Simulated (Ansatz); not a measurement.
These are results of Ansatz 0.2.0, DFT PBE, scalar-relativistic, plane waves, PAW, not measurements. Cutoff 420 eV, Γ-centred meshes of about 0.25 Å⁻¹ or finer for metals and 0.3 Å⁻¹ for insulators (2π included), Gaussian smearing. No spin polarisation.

These are static total energies at zero pressure.

Two relaxed structures of Na5ZrO2:

A.

```yaml
crystal:
  lattice:
    - [4.18900, 0.00000, 0.00000]
    - [0.00000, 4.18900, 0.00000]
    - [0.00000, 0.00000, 14.15165]
  atoms:
    - { symbol: Na, position: [0.50000, 0.50000, 0.00000] }
    - { symbol: Na, position: [0.00000, 0.00000, 0.62263] }
    - { symbol: Na, position: [0.00000, 0.00000, 0.37737] }
    - { symbol: Na, position: [0.50000, 0.50000, 0.77512] }
    - { symbol: Na, position: [0.50000, 0.50000, 0.22488] }
    - { symbol: Zr, position: [0.00000, 0.00000, 0.00000] }
    - { symbol: O, position: [0.00000, 0.50000, 0.97917] }
    - { symbol: O, position: [0.50000, 0.00000, 0.02083] }
```

B.

```yaml
crystal:
  lattice:
    - [3.42758, 0.00000, 0.00000]
    - [-1.71379, 2.96837, 0.00000]
    - [0.00000, 0.00000, 18.36313]
  atoms:
    - { symbol: Na, position: [0.66667, 0.33333, 0.16371] }
    - { symbol: Na, position: [0.33333, 0.66667, 0.32961] }
    - { symbol: Na, position: [0.00000, 0.00000, 0.50000] }
    - { symbol: Na, position: [0.66667, 0.33333, 0.67039] }
    - { symbol: Na, position: [0.33333, 0.66667, 0.83629] }
    - { symbol: Zr, position: [0.00000, 0.00000, 0.00000] }
    - { symbol: O, position: [0.66667, 0.33333, 0.94872] }
    - { symbol: O, position: [0.33333, 0.66667, 0.05128] }
```

Question: Which is lower in energy, and by how much?

Answer: B is lower, by 183 meV/atom. A has space group P-4m2 (No. 115), 31.0 Å³/atom and no gap on its mesh; B has space group P-3m1 (No. 164), 23.4 Å³/atom and no gap. Counting Na or Zr atoms around O (for each partner element, those within 1.25 times its shortest distance or 1.15 times the sum of covalent radii, where it is the nearest in units of that sum or under 1.3; a plus sign parts groups by distance over the sum of covalent radii), A has O 4 and B has O 3+3. The denser one is the lower, and pressure would at first widen the difference. Both come from trial cells of a structure search, whose lowest cell (C2/m, 24.3 Å³/atom) lies 21 meV/atom below the lower of the two.

In P-4m2, P-3m1 an odd number of electrons in the primitive cell allows no gap without spin; a larger cell or a magnetic state could open one. A magnetic state wasn't ruled out in cells without spin, among them P-3m1. Trial moments fell under 0.15 μB along the way in P-4m2; another start might hold them. With atoms moved at random, B (by 21 meV/atom) fell into a lower structure. A had no clear such test and can be a saddle point. Some types were kept out of the candidates beforehand, so the set may lack a known form.
